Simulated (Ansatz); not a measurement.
## FePt: pressure against volume

FePt, P4/mmm, a = 2.687 Å, c = 3.717 Å. The structure is a COD entry; whether it is the stable form wasn't checked. Ansatz: PBEsol, PAW, 420 eV, Γ-centred 16×16×12 mesh on 2 atoms, Gaussian smearing 0.10 eV; collinear spin, largest moment 2.9 μB. Shape and atoms are relaxed at each volume; pressure is positive in compression.

| V (Å³/atom) | P (GPa) |
| --- | --- |
| 11.807 | ? |
| 12.210 | 27.52 |
| 12.613 | 16.68 |
| 13.015 | 7.53 |
| 13.418 | 0.00 |
| 13.820 | -6.31 |
| 14.223 | -11.64 |
| 14.759 | -17.34 |

Take V0 = 13.418 Å³/atom, fit the third-order Birch–Murnaghan form to the other rows, and predict the missing pressure.

With the Eulerian strain f = ½[(V0/V)^(2/3) − 1] and y = P/[3f(1 + 2f)^(5/2)], the form is the line y = B0 + 1.5 B0 (B0′ − 4) f. Rows (f, y): 0.03246, 241.5; 0.02105, 238.3; 0.01027, 232.3; -0.00974, 226.8; -0.01905, 224.4; -0.03076, 220.2. Means f = 0.0007050, y = 230.58; Σ(Δf)² = 0.003003, ΣΔfΔy = 1.008; the slope is their ratio. y = 230.3 + 335.8 f GPa, so B0 = 230.3 GPa and B0′ = 4 + 2 × (335.8)/(3 × 230.3) = 4.97. At V = 11.807, f = 0.04451, y = 245.25 and P = 40.53 GPa. The run gave 40.32 GPa, so the fit is 0.21 GPa too high, a small miss on the scale of the series. Note that the largest moment runs from 2.59 to 3.07 μB along the series.

The largest moment runs from 2.59 to 3.07 μB along the series, so B0 and B0′ hold the change of the moment too.

Only parallel moments were tried here. Spin–orbit coupling is left out, which can shift energies with elements as heavy as these.